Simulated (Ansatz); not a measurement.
Here is an unrelaxed guess for SnCl.

Space group I-4m2 (No. 119). a = 5.466 Å, b = 5.466 Å, c = 3.862 Å, α = 90.00°, β = 90.00°, γ = 90.00°
```
atom  site  symmetry       x       y       z
  Sn    2b      -4m2  0.0000  0.0000  0.5000
  Cl    2c      -4m2  0.0000  0.5000  0.2500
```

Computed with DFT PBE, scalar-relativistic, plane waves, PAW (Ansatz 0.2.0). Settings: cutoff 420 eV, Γ-centred mesh 6×6×6 on the computed 2-atom cell, Gaussian smearing of 0.10 eV; no spin polarisation.

Formation energies are uncorrected and refer to the elements' standard structures at the same level (Cl₂ as a molecule). The references include grey tin.

Question: How far from equilibrium is it?

Answer: The pressure is 1.7 GPa (the mean over three directions, positive in compression), the largest force is 0.00 eV/Å (symmetry fixes the atoms), and the energy is −0.31 eV/atom against the elements. The shortest distance is 2.90 Å.

Question: How much does it gain on relaxing, and where does it end?

Answer: Relaxing gains about 0.14 eV/atom (the start's value is from the coarse mesh, so the gain is rough) in 10 ionic steps and ends at −0.45 eV/atom on the finer mesh. The symmetry stays I-4m2 (No. 119). The volume per atom shrinks by 3.1 %, from 28.9 to 28.0 Å³. The shortest distance goes from 2.90 Å (Sn–Cl) to 3.01 Å (Sn–Cl). The ratio c/a of the conventional cell changes by a factor of 0.81. Conventional cell: a = 5.795 Å, c = 3.330 Å. Sn has 4 Cl at 3.01 Å, 2 Sn at 3.33 Å and 4 Cl at 3.83 Å; Cl has 4 Sn at 3.01 Å, 2 Cl at 3.33 Å and 4 Sn at 3.83 Å.

The last run used an 18×18×18 mesh for its 2-atom cell and Gaussian smearing of 0.10 eV. An odd number of electrons in the primitive cell allows no gap without spin; a larger cell or a magnetic state could open one. The relaxation can't lower the symmetry of the start. A structure relaxed within its symmetry needn't be a true minimum. Another cell of SnCl relaxed alike, in P4/nmm, lies 142 meV/atom lower, so this cell isn't the stable form at this level.
